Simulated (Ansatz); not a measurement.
**From three elastic constants to directional properties of Ga₂Pt**

Theory: Ansatz, DFT LDA, scalar-relativistic, plane waves, PAW. Cutoff 420 eV, 12×12×12 k-points (Γ-centred), Fermi-Dirac smearing of 0.15 eV. No spin polarisation.

The cell, relaxed at this level:
```
Ga Pt
1.0
     0.00000    2.93569    2.93569
     2.93569    0.00000    2.93569
     2.93569    2.93569    0.00000
Ga Pt
2 1
Direct
  0.25000 0.25000 0.25000
  0.75000 0.75000 0.75000
  0.00000 0.00000 0.00000
```

In a metal, frequencies and elastic constants depend on the k mesh and the smearing, soft modes and shear constants most. Spin–orbit coupling is left out, which can shift energies with elements as heavy as these.

With ions relaxed, on the cubic axes: C11 = 158.8, C12 = 128.8, C44 = 30.2 GPa. The density is 10.978 g/cm³.

Question: Is the crystal stable against strain, and how anisotropic is it?

Answer: Born's conditions hold: C11 + 2C12 = 416.5, C11 − C12 = 30.0 and C44 = 30.2 GPa are all positive. B = (C11 + 2C12)/3 = 138.8 GPa. The two shear moduli are C44 and C′ = (C11 − C12)/2 = 15.0 GPa, so Zener's ratio is A = C44/C′ = 2.01: the tetragonal shear C′ is the soft one, as in many fcc and bcc metals and zincblende crystals. The Cauchy pressure C12 − C44 is 98.6 GPa; it would vanish for pair forces between atoms on inversion centres at zero pressure, and a positive value is usual with metallic or many-body binding, and where atoms off inversion centres relax under shear, which lowers C44.

Question: Give the sound speeds along the three symmetry directions.

Answer: The Christoffel equation gives ρv² for each branch:
```tsv
direction	branch	ρv²	GPa	v (m/s)
[100]	L	C11	158.8	3804
[100]	T (×2)	C44	30.2	1658
[110]	L	(C11 + C12 + 2C44)/2	174.0	3981
[110]	T, u ∥ [001]	C44	30.2	1658
[110]	T, u ∥ [1-10]	(C11 − C12)/2	15.0	1170
[111]	L	(C11 + 2C12 + 4C44)/3	179.1	4039
[111]	T (×2)	(C11 − C12 + C44)/3	20.1	1352
```

Question: How does Young's modulus depend on direction?

Answer: Inverting gives S11 = 22.993, S12 = -10.296, S44 = 33.135 TPa⁻¹. Along a unit vector (l, m, n), 1/E = S11 − 2(S11 − S12 − S44/2)(l²m² + m²n² + n²l²), where the last bracket is 0, 1/4 and 1/3 for [100], [110] and [111]: E = 43, 68 and 84 GPa. With A > 1 the body diagonal is stiffest. For a film on (001), the biaxial modulus is C11 + C12 − 2C12²/C11 = 79 GPa and the normal strain is −2C12/C11 = -1.62 times the in-plane one.